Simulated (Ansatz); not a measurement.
ZnCu:
Space group Pm-3m (No. 221); a = b = c = 2.9634 Å, α = β = γ = 90.00°

```json
[
 {"atom": "Cu", "site": "1a", "symmetry": "m-3m", "x": "0.0000", "y": "0.0000", "z": "0.0000"},
 {"atom": "Zn", "site": "1b", "symmetry": "m-3m", "x": "0.5000", "y": "0.5000", "z": "0.5000"}
]
```

Relaxed with PBE.

**Question.** Tabulate the valence density and the electron localisation function along the shortest Cu–Cu contact (2.96 Å), PBE in the plane-wave PAW code Ansatz.

**Answer.** 

```tsv
distance from Cu (Å)	density (e/Å³)	ELF
0.30	30.34	0.72
0.44	12.11	0.44
0.59	4.24	0.27
0.74	1.52	0.20
0.89	0.59	0.17
1.04	0.32	0.16
1.19	0.23	0.19
1.33	0.19	0.23
1.48	0.18	0.26
1.63	0.19	0.23
1.78	0.23	0.19
1.93	0.32	0.16
2.07	0.59	0.17
2.22	1.52	0.20
2.37	4.24	0.27
2.52	12.11	0.44
2.67	30.34	0.72
```

The density is the valence pseudo-density with augmentation charge, so density and ELF within about 1 Å of a nucleus are not all-electron values.

The cell was relaxed with PBE under the symmetry of its start; phonons on a q-mesh show no instability. No spin polarisation was allowed.

Potentials: the later of the program's two PAW sets.
